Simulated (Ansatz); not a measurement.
A geometry of Mo away from equilibrium: step 2 of the relaxation of a relaxed Mo cell displaced along its unstable phonon at q = (½, 0, 0) of its primitive reciprocal cell (169i cm⁻¹), largest move 0.15 Å. Calculation: PBEsol (plane waves to 420 eV, PAW, scalar-relativistic; Ansatz, an electronic-structure program). Γ-centred k-mesh 7×14×13 on the run's cell (coarser than for final values), Fermi–Dirac smearing 0.05 eV.

```xyz
2
Lattice="5.4313 -0.0110 0.0000 -1.3626 2.3601 0.0000 0.0000 0.0000 2.5040" Properties=species:S:1:pos:R:3 pbc="T T T"
Mo     0.0000     0.0000     0.3456
Mo     2.7156    -0.0055    -0.3456
```

**Question.** What forces act on the atoms (eV/Å)?

**Answer.** 
```tsv
atom	Fx	Fy	Fz
Mo1	0.00	0.00	1.14
Mo2	0.00	0.00	-1.14
```

**Question.** What is the pressure?

**Answer.** -1.7 GPa, compression positive.

No spin polarisation in the result.

The run could not lose the symmetry of its start: the end is stationary, and may be a saddle point rather than a minimum.

The end of the path is a generated cell of Mo: the first start was made by placing the elements on the sites of a structure type, and the end was not matched to a known phase here, so it may be hypothetical. Known forms of Mo include space group No. 229.
